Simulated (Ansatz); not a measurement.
An Ansatz (a program for electronic structure) run. Input:

Ansatz 0.2 input:
```yaml
crystal:
  lattice:
    - [4.0349689189, 0.0, 0.0]
    - [0.0, 4.0349689189, 0.0]
    - [0.0, 0.0, 8.9615918415]
  atoms:
    - { symbol: Ba, position: [0.0, 0.5, 0.8197297123] }
    - { symbol: Ba, position: [0.5, 0.0, 0.1802702877] }
    - { symbol: Cu, position: [0.5, 0.5, 0.5] }
    - { symbol: Cu, position: [0.0, 0.0, 0.5] }
    - { symbol: S, position: [0.0, 0.5, 0.3561326172] }
    - { symbol: S, position: [0.5, 0.0, 0.6438673828] }
    - { symbol: F, position: [0.5, 0.5, 0.0] }
    - { symbol: F, position: [0.0, 0.0, 0.0] }
kpoints:
  mp_grid: { grid: [6, 6, 3] }
  band_path:
    path:
      - [[0.0, 0.0, 0.0], [0.0, 0.5, 0.0], [0.5, 0.5, 0.0], [0.0, 0.0, 0.0], [0.0, 0.0, 0.5], [0.0, 0.5, 0.5], [0.5, 0.5, 0.5], [0.0, 0.0, 0.5]]  # Γ-X-M-Γ-Z-R-A-Z
      - [[0.0, 0.5, 0.0], [0.0, 0.5, 0.5]]  # X-R
      - [[0.5, 0.5, 0.0], [0.5, 0.5, 0.5]]  # M-A
      - [VBM, CBM]
    npoints: 8
basis: { xc_grid: 2 }
hamiltonian:
  xc: pbesol
  pseudopotentials: { azcp: { folder: ./paw }, kind: paw_fr }
magnetization: { noncollinear: true, spin_orbit: true }
scf:
  n_extra_bands: 16
  convergence: { dr2_threshold: 0.0000000001 }
  occupations: { method: gaussian, width: 0.01 }
checkpoint: { write: soc.run }
output: { eigenvalues: true }
```

Output (shortened):

```
Pseudopotential: Ba, paw, valence charge 10
Pseudopotential: Cu, paw, valence charge 19
Pseudopotential: S, paw, valence charge 6
Pseudopotential: F, paw, valence charge 7
Functional definition: PBEsol
non-collinear run that drives no moment, with spin-orbit …
Crystal: 8 atoms, lattice volume = 145.903 Å³
Basis set: ecut = 420 eV, 2885 PW (Γ), exchange–correlation on 54×54×120 points (8 copies of the dense FFT grid, shifted against one another)
Bands: 100, of which v1, the nominal top of the filled ones, is band 84 counted from 1 (83 counted from 0)
Symmetry: 16 space group operations + 16 with time reversal
k-points: 20 of 108
Projection manifold: j_resolved (fully-relativistic pseudo-atomic orbitals)
SCF iter   1: F=—  HF=-28347.832738 eV  |F-HF|=—  |Δ(HF+E_count)|=         —  Δρ=5.17e-1  dr2=1.10e3  dr2_m=0.00e0 (ungated)  ethr=3.10e-3  |M|=0.00e0 ∫|m|=0.00e0 μB  |m|>n=0.0e0 m-floor=0.0e0 τ_xc=0.0e0  β_m=0.30  ⟨swp⟩=11.1  Hψ=6173  notcnv=0  defer=14
preconditioner: auto → Resta (q_TF=auto, 2.488 Å⁻¹)
spin=Noncollinear: Resta preconditioning applied to the charge; magnetization (m_x, m_y, m_z) channels mix plain (no charge-response kernel on spin).
SCF iter   2: F=—  HF=-28303.695512 eV  |F-HF|=—  |Δ(HF+E_count)|=    4.41e1  Δρ=2.11e-1  dr2=4.15e1  dr2_m=0.00e0 (ungated)  ethr=3.10e-3  |M|=0.00e0 ∫|m|=0.00e0 μB  |m|>n=0.0e0 m-floor=0.0e0 τ_xc=0.0e0  β_m=0.27  ⟨swp⟩=7.1  Hψ=4362  notcnv=0  defer=216
SCF iter   3: F=—  HF=-28297.025314 eV  |F-HF|=—  |Δ(HF+E_count)|=    6.67e0  Δρ=9.50e-2  dr2=8.43e0  dr2_m=0.00e0 (ungated)  ethr=3.10e-3  |M|=0.00e0 ∫|m|=0.00e0 μB  |m|>n=0.0e0 m-floor=0.0e0 τ_xc=0.0e0  β_m=0.34  ⟨swp⟩=5.0  Hψ=2333  notcnv=0  defer=208
SCF iter   4: F=—  HF=-28295.385049 eV  |F-HF|=—  |Δ(HF+E_count)|=    1.64e0  Δρ=4.94e-2  dr2=2.82e0  dr2_m=0.00e0 (ungated)  ethr=3.10e-3  |M|=0.00e0 ∫|m|=0.00e0 μB  |m|>n=0.0e0 m-floor=0.0e0 τ_xc=0.0e0  β_m=0.35  ⟨swp⟩=2.6  Hψ=1870  notcnv=0  defer=208
SCF iter   5: F=—  HF=-28295.042633 eV  |F-HF|=—  |Δ(HF+E_count)|=   3.42e-1  Δρ=1.72e-2  dr2=3.49e-1  dr2_m=0.00e0 (ungated)  ethr=3.10e-3  |M|=0.00e0 ∫|m|=0.00e0 μB  |m|>n=0.0e0 m-floor=0.0e0 τ_xc=0.0e0  β_m=0.68  ⟨swp⟩=3.4  Hψ=1912  notcnv=0  defer=208
SCF iter   6: F=—  HF=-28295.061745 eV  |F-HF|=—  |Δ(HF+E_count)|=   1.91e-2  Δρ=1.42e-2  dr2=2.32e-1  dr2_m=0.00e0 (ungated)  ethr=4.16e-4  |M|=0.00e0 ∫|m|=0.00e0 μB  |m|>n=0.0e0 m-floor=0.0e0 τ_xc=0.0e0  β_m=0.57  ⟨swp⟩=4.0  Hψ=2011  notcnv=0  defer=202
SCF iter   7: F=—  HF=-28295.019506 eV  |F-HF|=—  |Δ(HF+E_count)|=   4.22e-2  Δρ=5.86e-3  dr2=5.98e-2  dr2_m=0.00e0 (ungated)  ethr=2.76e-4  |M|=0.00e0 ∫|m|=0.00e0 μB  |m|>n=0.0e0 m-floor=0.0e0 τ_xc=0.0e0  β_m=0.79  ⟨swp⟩=2.0  Hψ=1599  notcnv=0  defer=202
SCF iter   8: F=—  HF=-28295.016533 eV  |F-HF|=—  |Δ(HF+E_count)|=   2.97e-3  Δρ=1.05e-3  dr2=4.67e-3  dr2_m=0.00e0 (ungated)  ethr=7.12e-5  |M|=0.00e0 ∫|m|=0.00e0 μB  |m|>n=0.0e0 m-floor=0.0e0 τ_xc=0.0e0  β_m=0.89  ⟨swp⟩=3.7  Hψ=1745  notcnv=0  defer=202
SCF iter  17: F=-28295.016034 eV  HF=-28295.016034 eV  |F-HF|=6.91e-11  |Δ(HF+E_count)|=  1.24e-10  Δρ=2.63e-7  dr2=6.78e-11  dr2_m=0.00e0 (ungated)  ethr=1.00e-12  |M|=0.00e0 ∫|m|=0.00e0 μB  |m|>n=0.0e0 m-floor=0.0e0 τ_xc=0.0e0  ⟨swp⟩=12.3  Hψ=4607  notcnv=0
SCF 1 converged in 17 iterations: F = -28295.016034 eV  dr2 = 6.78e-11
NSCF: frozen V_eff on 40 k-points
NSCF: frozen V_eff on 40 k-points
NSCF: frozen V_eff on 18 k-points
NSCF: frozen V_eff on 5 k-points
NSCF: frozen V_eff on 5 k-points
NSCF: frozen V_eff on 5 k-points
NSCF: frozen V_eff on 5 k-points
NSCF: frozen V_eff on 5 k-points
NSCF: frozen V_eff on 84 k-points
SCF converged after 17 iterations
Magnetization: |M| = 0.0000 μB,  M = (+0.0000, +0.0000, +0.0000) μB
Absolute magnetization: 0.0000 μB (∫|m|)
  site 0: m = (+0.0000, +0.0000, +0.0000) μB, |m| = 0.0000 μB  (R = 1.07 Å)
  site 1: m = (+0.0000, +0.0000, +0.0000) μB, |m| = 0.0000 μB  (R = 1.07 Å)
  site 2: m = (+0.0000, +0.0000, +0.0000) μB, |m| = 0.0000 μB  (R = 0.99 Å)
  site 3: m = (+0.0000, +0.0000, +0.0000) μB, |m| = 0.0000 μB  (R = 0.99 Å)
  site 4: m = (+0.0000, +0.0000, +0.0000) μB, |m| = 0.0000 μB  (R = 0.99 Å)
  site 5: m = (+0.0000, +0.0000, +0.0000) μB, |m| = 0.0000 μB  (R = 0.99 Å)
  site 6: m = (+0.0000, +0.0000, +0.0000) μB, |m| = 0.0000 μB  (R = 1.07 Å)
  site 7: m = (+0.0000, +0.0000, +0.0000) μB, |m| = 0.0000 μB  (R = 1.07 Å)
Free energy (F): -28295.016034 eV
Harris-Foulkes:  -28295.016034 eV  (|F-HF|=6.91e-11)
Internal energy: -28295.016034 eV  (E = F + TS)
E sigma→0 (E₀):  -28295.016034 eV
Fermi energy:    10.906925 eV
--- Per-component energies (eV) ---
  E_band       = -972.237100
  E_kinetic    = 1453.795364
  E_local      = -16186.433365  (includes V_loc(G=0)·N_el)
  E_nonlocal   = 2229.247679
  E_hartree    = 7037.139870
  E_xc         = -861.182287
  E_vxc        = -799.271255  (∫ρ·V_xc dr)
  E_paw        = -15375.690638  (= ΣΔE_a)
  E_vpaw       = -1743.857415  (= ΣTr[D̂ρ^β])
  E_aug_tail   = 0.002802  (compensation charges beyond the density's cutoff)
  E_ewald      = -6592.824021
  E_core_change = 0.928561  (= ΣΔE_core)
  E_smearing   =  0.000000  (= −TS)
  E_closure    =  0.000000  (closes the sum)
  Σ components = -28295.016034   (vs F -28295.016034, Δ=0.00e0)
  [band-id]    e_kinetic+e_local+e_nonlocal+2·e_hartree+e_vxc+e_vpaw+e_augmentation_tail = -972.236449   (vs E_band -972.237100, Δ=6.51e-4)
--- Band table (eV; the first three rows and the last of 20) ---
  k-point 0: bands = ["-101.3918", "-101.3918", "-101.3899", "-101.3899", "-60.7045", "-60.7045", "-60.6970", "-60.6970", "-58.1249", "-58.1249", "-58.1216", "-58.1216", "-58.0991", "-58.0991", "-58.0841", "-58.0841", "-17.0745", "-17.0745", "-16.8045", …
  k-point 1: bands = ["-101.3918", "-101.3918", "-101.3899", "-101.3899", "-60.7045", "-60.7045", "-60.6970", "-60.6970", "-58.1249", "-58.1249", "-58.1215", "-58.1215", "-58.0991", "-58.0991", "-58.0841", "-58.0841", "-17.0740", "-17.0740", "-16.8051", …
  k-point 2: bands = ["-101.3917", "-101.3917", "-101.3900", "-101.3900", "-60.7040", "-60.7040", "-60.6975", "-60.6975", "-58.1246", "-58.1246", "-58.1218", "-58.1218", "-58.0981", "-58.0981", "-58.0851", "-58.0851", "-17.0312", "-17.0312", "-16.7943", …
  k-point 19: bands = ["-101.3909", "-101.3909", "-101.3909", "-101.3909", "-60.7008", "-60.7008", "-60.7008", "-60.7008", "-58.1241", "-58.1241", "-58.1241", "-58.1241", "-58.0908", "-58.0908", "-58.0908", "-58.0908", "-16.7167", "-16.7167", "-16.7167", …
```

Cost: roughly 8 core-minutes on shared cores.

Space group P4/nmm. The first step of the workflow began from a Materials Project structure, measured or hypothetical; the Crystallography Open Database copy checked does not list it. Its standing as an ambient phase is unchecked. Symmetry was held in the PBEsol relaxation; its stability against distortions is not shown here. The run is not spin-polarised. No Hubbard U is applied.

Potentials: the earlier of the program's two PAW sets. The files were generated under PBE; for other functionals the program regenerates the frozen cores, and for LDA and PBEsol the local potential too.

Ansatz is a plane-wave DFT program.
